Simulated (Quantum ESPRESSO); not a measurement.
## Calculated data, Al2ZnSiP4 (made-up cell)

Computed with Quantum ESPRESSO 7.5. Calculation on a made-up crystal cell, not a measurement, rerun at a higher cutoff and a denser mesh: periodic Kohn-Sham density functional theory in plane waves with PseudoDojo standard norm-conserving scalar-relativistic pseudopotentials, each functional with its own files (v0.5 for PBE, v0.4.1 for LDA and PBEsol), no spin polarisation, no spin-orbit coupling, atoms not relaxed, stress positive in tension, energies less a fixed whole-eV offset for each atom's element; levels are Kohn-Sham levels at fractions of this cell's reciprocal vectors, counted from the reference band (half the neutral cell's valence electrons, rounded up) at Gamma; error bars give the change to or from the runs named with them, not the error of the files; each bar is the largest change over components, and at least 0.002 eV, 0.002 eV per angstrom or 0.02 GPa; energies are for the whole cell, and the offsets were chosen from early runs and are not element reference energies.

### Al2ZnSiP4 (made-up cell)

```
CELL_PARAMETERS angstrom
5.51800 -0.01070 -0.02380
-0.01070 5.38450 0.00030
-0.02380 0.00030 5.49520
ATOMIC_POSITIONS crystal
Zn 0.99927 0.97721 0.99134
Al 0.00452 0.48955 0.48667
Si 0.50972 0.99565 0.51109
Al 0.51088 0.50728 0.00981
P 0.22413 0.23735 0.26452
P 0.25478 0.74395 0.73640
P 0.73481 0.23145 0.75705
P 0.73631 0.75877 0.25404
```

- lattice type: zincblende/diamond
- functional: pbe
- cutoff: 1437 eV
- fermi dirac smearing: 0.025 eV
- scf tolerance: 1e-07 eV
- electrons removed: 0
- k mesh: 6 x 6 x 6, shifted by half a step
- free energy less offsets: -0.4122 eV
- scf iterations: 10
- smearing term minus ts: 0 eV
- pressure: -0.3824 GPa
- stress xx: 1.312 GPa
- stress yy: -0.5373 GPa
- stress zz: 0.3725 GPa
- stress yz: -3.045 GPa
- stress xz: -0.3484 GPa
- stress xy: 0.1769 GPa
- error bar energy: 0.005634 eV
- error bar stress: 0.02 GPa
- error bar force: 0.003138 eV/Å
- error bars from: change from the looser run of this cell

Atoms:
```csv
atoms element,atom site,atom energy offset (eV)
Zn,1,-5687
Al,2,-64
Si,3,-115
Al,4,-64
P,5,-189
P,6,-189
P,7,-189
P,8,-189
```

Forces:
```csv
site,x (eV/Å),y (eV/Å),z (eV/Å)
1,0.1394,0.2883,0.03695
2,-1.342,0.6876,1.262
3,-1.492,0.1742,-0.5044
4,-1.605,-1.009,-0.3324
5,2.297,-0.9957,-1.254
6,0.3715,0.06763,0.3116
7,0.8489,0.6654,-0.2112
8,0.7827,0.1216,0.6917
```
